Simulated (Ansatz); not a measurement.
The numbers come from plane-wave PAW DFT (Ansatz): r2SCAN, no spin polarisation, 500 eV, 6×6×6 Γ-centred k points, fermi-dirac occupations (width 0.1 eV). Nothing was relaxed.

Computed maps in the lattice plane spanned by b (left to right, 7.01 Å, 21 points from zero) and c (bottom to top, 7.01 Å, 21 points from zero), 60° apart, at height 0.250 along a. The fields are smooth PAW ones with compensation charges, not the true ones near nuclei.

Valence density. Digits on a logarithmic scale: 0 up to 0.03 e/Å³, each further digit a factor of 1.6, 9 from 1.3 e/Å³ up:
```
445554322224555544444
456777542234677765444
467888864224688887544
457887886324688788754
357873787533588648864
335787688632468867875
324688888642357888875
322467887642135688875
321245666542113456665
322223444432222234444
334443333223444332232
356776422224566653222
357888752234678876422
358989975234688888642
358976897434688678853
346885698633578737874
325798788742468878875
322578998742246788875
321256887642124577765
322224555532222355654
333333333333333334444
```

ELF. Ten even steps from '0' (0.00) to '9' (0.90):
```
136887300014887521111
158999961027999974111
269989995017999898411
159811798305995028841
038800089701896002972
117960049830599200895
203898479950179965997
400589999861027999998
300058999730001589998
100002576410010015774
013420012101365300121
048997300014789873000
179999950026999998510
079966995017997489960
059810399305994007993
018940069702898001997
304994169920589601898
400699899940058988998
200048999830003789986
100001577410000135653
012430001001342101211
```

Question: The cell is Ba2PdBr6. Which atoms lie within 0.2 Å of this plane, and where (fractions of b and c)?

Answer: Ba at (0.25, 0.25), Br at (0.75, 0.25), Br at (0.75, 0.75), Br at (0.25, 0.75). The whole cell:
```
Pd Ba Br
1.0
     0.00000    4.95341    4.95341
     4.95341    0.00000    4.95341
     4.95341    4.95341    0.00000
Pd Ba Br
1 2 6
Direct
  0.00000 0.00000 0.00000
  0.25000 0.25000 0.25000
  0.75000 0.75000 0.75000
  0.75000 0.25000 0.25000
  0.25000 0.75000 0.25000
  0.25000 0.75000 0.75000
  0.75000 0.25000 0.75000
  0.25000 0.25000 0.75000
  0.75000 0.75000 0.25000
```

Origin: a known structure type with other elements, at an estimated volume, so it need not be a known compound. Caveats: many states at the Fermi level without spin polarisation, so a magnetic state may lie lower.
